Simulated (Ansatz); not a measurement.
The relaxed structure here is a generated cell of TaAs: the first start was made by placing the elements on the sites of a structure type, and the end was not matched to a known phase here, so it may be hypothetical. Known forms of TaAs include space group No. 109.

One starting cell of TaAs (a generated trial cell of TaAs in the AFLOW prototype AB_tI8_141_a_b ("40", as in NbP)) was relaxed twice with Ansatz (plane waves, PAW, scalar-relativistic): with PBEsol at 420 eV and with PBE at 420 eV. The PBEsol result:

```
TaAs
1.0
   -1.81326     1.81326     5.17732
    1.81326    -1.81326     5.17732
    1.81326     1.81326    -5.17732
Ta As
2 2
Direct
  0.75000   0.25000   0.50000
  0.00000   0.00000   0.00000
  0.50000   0.50000   0.00000
  0.25000   0.75000   0.50000
```

```json
[
 {"quantity": "space group", "PBEsol": "I4₁/amd", "PBE": "I4₁/amd"},
 {"quantity": "volume (Å³/atom)", "PBEsol": "17.02", "PBE": "?"},
 {"quantity": "a (Å)", "PBEsol": "3.627", "PBE": "?"},
 {"quantity": "c (Å)", "PBEsol": "10.355", "PBE": "?"},
 {"quantity": "gap (eV, no spin-orbit coupling)", "PBEsol": "0.00", "PBE": "?"}
]
```

Q: Fill in the PBE column.

A: 
- volume (Å³/atom), PBE: 17.66
- a (Å), PBE: 3.663
- c (Å), PBE: 10.530
- gap (eV, no spin-orbit coupling), PBE: 0.00

Both levels end in the same structure; PBE's volume is 3.8 % larger. Neither column is exact.

No spin polarisation in the result.

The run could not lose the symmetry of its start, so the end can be a saddle point.

All atoms sit on sites fixed by symmetry, so only the cell could relax.

Ansatz is a quantum-chemistry and plane-wave program.
